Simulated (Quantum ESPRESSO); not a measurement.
## Ca2MgZnO4 (input and log of a self-consistent run)

A calculation, not a measurement. The program is pw.x of Quantum ESPRESSO 7.5 (plane-wave density functional theory). The cell is made up: 8 atoms on a rocksalt lattice, with randomly drawn elements, strain and displacements, not relaxed. PseudoDojo standard norm-conserving files (v0.5 for PBE, v0.4.1 for LDA and PBEsol) set the functional; there is no spin polarisation, spin-orbit coupling or dispersion term, and the masses in the input are unused placeholders.

Input:

```
&control calculation='scf', pseudo_dir='./dojo.nc.sr.pbe.v0_5.standard.upf', outdir='./o', disk_io='low', tprnfor=.true., tstress=.true. /
&system ibrav=0, nat=8, ntyp=4, nbnd=43, ecutwfc=84.00895049, nosym=.true., tot_charge=0,
 occupations='smearing', smearing='fd', degauss=0.0018374661
/
&electrons conv_thr=7.350e-09, electron_maxstep=60, /
ATOMIC_SPECIES
Ca 1.0 Ca.upf
Mg 1.0 Mg.upf
O 1.0 O.upf
Zn 1.0 Zn.upf
CELL_PARAMETERS angstrom
4.6533 0.0 0.0
0.0 4.6533 0.0
0.0 0.0 4.6533
ATOMIC_POSITIONS angstrom
Ca 0.0237 -0.178 0.0241
Mg -0.0086 2.2845 2.3483
Ca 2.3362 0.0548 2.3225
Zn 2.2893 2.3361 -0.0173
O 2.3474 -0.0181 -0.0297
O 2.291 2.336 2.3398
O 4.6623 0.0135 2.3055
O 4.6751 2.3257 -0.0427
K_POINTS automatic
4 4 4 1 1 1
```

The log is shortened where brackets say so; the opening notice, blank lines, dates and the lines on written files are dropped, and the path of the files is cut. It prints rydbergs, bohrs and kilobars, and counts compression as positive stress.

```
     Program PWSCF v.7.5
     Parallel version (MPI & OpenMP), running on       4 processor cores
     Number of MPI processes:                 4
     Threads/MPI process:                     1
     [start-up lines left out]
     bravais-lattice index     =            0
     lattice parameter (alat)  =       8.7935  a.u.
     unit-cell volume          =     679.9544 (a.u.)^3
     number of atoms/cell      =            8
     number of atomic types    =            4
     number of electrons       =        74.00
     number of Kohn-Sham states=           43
     kinetic-energy cutoff     =      84.0090  Ry
     charge density cutoff     =     336.0358  Ry
     scf convergence threshold =      7.3E-09
     mixing beta               =       0.7000
     number of iterations used =            8  plain     mixing
     Exchange-correlation= PBE
                           (   1   4   3   4   0   0   0)
     [axes and pseudopotential details left out]
   Cartesian axes
     site n.     atom                  positions (alat units)
         1        Ca     tau(   1) = (   0.0050932  -0.0382524   0.0051791  )
         2        Mg     tau(   2) = (  -0.0018482   0.4909419   0.5046526  )
         3        Ca     tau(   3) = (   0.5020523   0.0117766   0.4991082  )
         4        Zn     tau(   4) = (   0.4919734   0.5020308  -0.0037178  )
         5        O      tau(   5) = (   0.5044592  -0.0038897  -0.0063826  )
         6        O      tau(   6) = (   0.4923388   0.5020093   0.5028260  )
         7        O      tau(   7) = (   1.0019341   0.0029012   0.4954548  )
         8        O      tau(   8) = (   1.0046848   0.4997958  -0.0091763  )
     number of k points=    32  Fermi-Dirac smearing, width (Ry)=  0.0018
                       cart. coord. in units 2pi/alat
        k(    1) = (   0.1250000   0.1250000   0.1250000), wk =   0.0625000
        k(    2) = (   0.1250000   0.1250000   0.3750000), wk =   0.0625000
     [further k points left out]
     Dense  grid:    70751 G-vectors     FFT dimensions: (  54,  54,  54)
     Estimated max dynamical RAM per process >     143.80 MB
     Estimated total dynamical RAM >     523.37 MB
     Initial potential from superposition of free atoms
     starting charge      73.9892, renormalised to      74.0000
     Starting wfcs are   41 randomized atomic wfcs +    2 random wfcs
     total cpu time spent up to now is        1.6 secs
     per-process dynamical memory:   106.8 Mb
     Self-consistent Calculation
     iteration #  1     ecut=    84.01 Ry     beta= 0.70
     Davidson diagonalization with overlap
     ethr =  1.00E-02,  avg # of iterations =  7.0
     total cpu time spent up to now is        4.6 secs
     total energy              =    -823.64252486 Ry
     estimated scf accuracy    <       2.18852294 Ry
     iteration #  2     ecut=    84.01 Ry     beta= 0.70
     Davidson diagonalization with overlap
     ethr =  2.96E-03,  avg # of iterations =  4.0
     total cpu time spent up to now is        7.5 secs
     total energy              =    -823.88501263 Ry
     estimated scf accuracy    <       4.47747741 Ry
     iteration #  3     ecut=    84.01 Ry     beta= 0.70
     Davidson diagonalization with overlap
     ethr =  2.96E-03,  avg # of iterations =  3.5
     total cpu time spent up to now is       10.0 secs
     total energy              =    -824.72905764 Ry
     estimated scf accuracy    <       0.03633293 Ry
     iteration #  4     ecut=    84.01 Ry     beta= 0.70
     Davidson diagonalization with overlap
     ethr =  4.91E-05,  avg # of iterations =  8.4
     total cpu time spent up to now is       13.6 secs
     total energy              =    -824.74824821 Ry
     estimated scf accuracy    <       0.05617078 Ry
     iteration #  5     ecut=    84.01 Ry     beta= 0.70
     Davidson diagonalization with overlap
     ethr =  4.91E-05,  avg # of iterations =  2.0
     total cpu time spent up to now is       15.9 secs
     total energy              =    -824.75524688 Ry
     estimated scf accuracy    <       0.00383776 Ry
     [iterations 6 to 7 left out]
     iteration #  8     ecut=    84.01 Ry     beta= 0.70
     Davidson diagonalization with overlap
     ethr =  2.28E-07,  avg # of iterations =  2.0
     total cpu time spent up to now is       23.8 secs
     total energy              =    -824.75616155 Ry
     estimated scf accuracy    <       0.00002609 Ry
     iteration #  9     ecut=    84.01 Ry     beta= 0.70
     Davidson diagonalization with overlap
     ethr =  3.53E-08,  avg # of iterations =  3.1
     total cpu time spent up to now is       26.3 secs
     total energy              =    -824.75616671 Ry
     estimated scf accuracy    <       0.00000082 Ry
     iteration # 10     ecut=    84.01 Ry     beta= 0.70
     Davidson diagonalization with overlap
     ethr =  1.11E-09,  avg # of iterations =  4.8
     total cpu time spent up to now is       29.3 secs
     total energy              =    -824.75616718 Ry
     estimated scf accuracy    <       0.00000052 Ry
     iteration # 11     ecut=    84.01 Ry     beta= 0.70
     Davidson diagonalization with overlap
     ethr =  6.98E-10,  avg # of iterations =  2.0
     total cpu time spent up to now is       31.5 secs
     total energy              =    -824.75616719 Ry
     estimated scf accuracy    <       0.00000015 Ry
     iteration # 12     ecut=    84.01 Ry     beta= 0.70
     Davidson diagonalization with overlap
     ethr =  1.97E-10,  avg # of iterations =  2.6
     total cpu time spent up to now is       33.9 secs
     End of self-consistent calculation
     [lines on levels left out]
!    total energy              =    -824.75616722 Ry
     estimated scf accuracy    <          3.1E-09 Ry
     smearing contrib. (-TS)   =       0.00000000 Ry
     internal energy E=F+TS    =    -824.75616722 Ry
     The total energy is F=E-TS. E is the sum of the following terms:
     one-electron contribution =    -469.85218089 Ry
     hartree contribution      =     263.03852986 Ry
     xc contribution           =    -124.10787964 Ry
     ewald contribution        =    -493.83463654 Ry
     convergence has been achieved in  12 iterations
     Forces acting on atoms (cartesian axes, Ry/au):
     atom    1 type  1   force =    -0.00511160    0.06262937   -0.01212793
     atom    2 type  2   force =     0.00411340   -0.00569172    0.00217005
     atom    3 type  1   force =    -0.00039018   -0.01426291   -0.00196984
     atom    4 type  4   force =    -0.00067164   -0.00475412   -0.00292286
     atom    5 type  3   force =    -0.00137697   -0.00353773    0.00898476
     atom    6 type  3   force =     0.00476473    0.00613341   -0.00281682
     atom    7 type  3   force =    -0.00277461   -0.00097119    0.00702394
     atom    8 type  3   force =     0.00144687   -0.03954510    0.00165869
     Total force =     0.078605     Total SCF correction =     0.000171
     Computing stress (Cartesian axis) and pressure
          total   stress  (Ry/bohr**3)                   (kbar)     P=      -34.24
  -0.00026212  -0.00000352  -0.00000252          -38.56       -0.52       -0.37
  -0.00000352  -0.00017154   0.00001250           -0.52      -25.23        1.84
  -0.00000252   0.00001250  -0.00026455           -0.37        1.84      -38.92
     init_run     :      1.40s CPU      1.47s WALL (       1 calls)
     electrons    :     32.25s CPU     32.38s WALL (       1 calls)
     forces       :      0.44s CPU      0.45s WALL (       1 calls)
     stress       :      1.44s CPU      1.45s WALL (       1 calls)
     [timing details left out]
     PWSCF        :     35.64s CPU     35.88s WALL
     JOB DONE.
```

In other units: free energy -11221.379 eV for the cell, pressure -3.42 GPa, largest force component 1.610 eV/Å. A rerun of a related cell, with the same atoms placed differently, at 1437 eV and a 6 x 6 x 6 mesh moved values by no more than 0.002 eV in energy, 0.04 GPa in stress and 0.002 eV/Å in force.